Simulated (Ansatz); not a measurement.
## In-113 NMR of the central transition in Na4NbInSi3O12

Cell: a Materials Project structure (computed, not necessarily an observed phase), atoms as given.

Space group R3c:H (No. 161); a = 9.2400, c = 22.4875 Å, γ = 120.00°.

```csv
site,Wyckoff,site symmetry,x,y,z
Na1,18b,1,0.3050,0.3458,0.5807
Na7,6a,3.,0.0000,0.0000,0.4953
Nb,6a,3.,0.0000,0.0000,0.6468
In,6a,3.,0.0000,0.0000,0.3498
Si,18b,1,0.9606,0.3319,0.5845
O19,18b,1,0.2189,0.0335,0.3102
O25,18b,1,0.8038,0.9694,0.6931
O31,18b,1,0.0101,0.8239,0.4124
O37,18b,1,0.9672,0.1547,0.5884
```

One atom of each set is listed; the run and its k-mesh use a cell of 42 atoms with edges of 9.20, 9.20, 9.20 Å.

Computed with Ansatz: DFT, r2SCAN, plane waves and PAW, scalar-relativistic, 500 eV cutoff, Γ-centred 3×3×3 k-points, Fermi–Dirac smearing 0.02 eV.

In-113 has I = 9/2 and Q = 761.0 mb (Pyykkö 2018); at 16.4 T its Larmor frequency is ν₀ = 153.6 MHz (from the bare nuclear moment; shielding lowers the observed one by a per cent or two). Only the quadrupole interaction is simulated: positions count from each site's isotropic chemical shift, and shift anisotropy, dipolar and J coupling are left out.

**Question.** Simulate the second-order pattern (static powder, Gaussian broadening 10 kHz) of site In (6 O at 2.09–2.19 Å).

**Answer.** The calculation gives C_Q = 112 MHz and η = 0.00, so ν_Q = 4.67 MHz and the centre of gravity lies at -740 ppm (-114 kHz).

offset (kHz), height and a bar:
```
   -411.8          0 
   -383.2         97 #############################
   -354.6        100 ##############################
   -326.0         66 ####################
   -297.4         53 ################
   -268.8         47 ##############
   -240.2         42 #############
   -211.6         40 ############
   -183.0         38 ###########
   -154.4         37 ###########
   -125.8         35 ##########
    -97.2         35 ###########
    -68.6         34 ##########
    -40.0         34 ##########
    -11.3         34 ##########
     17.3         27 ########
     45.9         28 ########
     74.5         30 #########
    103.1         33 ##########
    131.7         38 ###########
    160.3         46 ##############
    188.9         71 #####################
    217.5         69 #####################
    246.1          0
```

An axis of threefold or higher order runs through In, so V_zz lies along it and η is zero.

At this cell the r2SCAN pressure is -5 GPa, so with r2SCAN the cell would shrink if it were relaxed. The entry's cell may itself be off. The largest force is 0.3 eV/Å, so the atoms aren't at the calculated equilibrium and relaxing them would move these values. Without spin–orbit coupling (the program notes it for In) the gradients are little affected as a rule: paired runs on crystals with a gap mostly move them by under 2 % at such atoms.

The run took 3.1 min of wall time (3.1 min of CPU time) and 2 GiB at its peak, on 1 thread of Intel Xeon Platinum 8375C CPU @ 2.90GHz (Ice Lake) (x86_64; 44 cores open to the job, memory cap 2.5 GiB, no GPU), a shared host with a load of 0.6 a core.
